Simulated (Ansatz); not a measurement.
**Al$_{2}$Au: from a starting cell to a relaxed one**

The start is a randomly generated symmetric cell of Al2Au (space group No. 191). The structure is fully relaxed (lattice and positions, P = 0) with PBEsol (plane waves to 420 eV, PAW, scalar-relativistic; Ansatz, a first-principles code). The first steps use a coarse 7×7×14 k-mesh.

The start:
```yaml
crystal:
  lattice:
    - [5.10646, 0.00000, 0.00000]
    - [-2.55323, 4.42233, 0.00000]
    - [0.00000, 0.00000, 2.22132]
  atoms:
    - { symbol: Al, position: [0.33333, 0.66667, 0.50000] }
    - { symbol: Al, position: [0.66667, 0.33333, 0.50000] }
    - { symbol: Au, position: [0.00000, 0.00000, 0.00000] }
```

### Question
What pressure does the first self-consistent step give?

### Answer
+34.8 GPa (positive: the cell is compressed).

### Question
How does the volume per atom move from start to end?

### Answer
+3.7 %, from 16.72 to 17.34 Å³/atom.

### Question
How do the shortest distances between atoms change?

### Answer
The closest pairs of elements (up to four, under 3.6 Å), start → end: Al–Al 2.22 → 2.70 Å; Au–Au 2.22 → 2.74 Å; Al–Au 3.15 → 3.03 Å.

### Question
What band gap does the relaxed structure have at this level?

### Answer
No gap (metallic).

### Question
What does it relax into? Give the structure.

### Answer

Space group P6/mmm (No. 191); a = b = 4.685 Å, c = 2.737 Å, α = β = 90.00°, γ = 120.00°

```csv
atom,site,symmetry,x,y,z
Al,2d,-6m2,0.3333,0.6667,0.5000
Au,1a,6/mmm,0.0000,0.0000,0.0000
```

The space group stays P6/mmm (No. 191) (the run could not lower it), with 3 atoms in the primitive cell. Final values are on a 12×12×17 k-mesh of the relaxed cell. No spin polarisation in the result.

The run could not lose the symmetry of its start: the end is stationary, and may be a saddle point rather than a minimum.

All atoms sit on sites fixed by symmetry, so only the cell could relax.

The relaxed structure here is a generated cell of Al2Au: the first start was made by a random draw of sites in a space group, and the end was not matched to a known phase here, so it may be hypothetical.
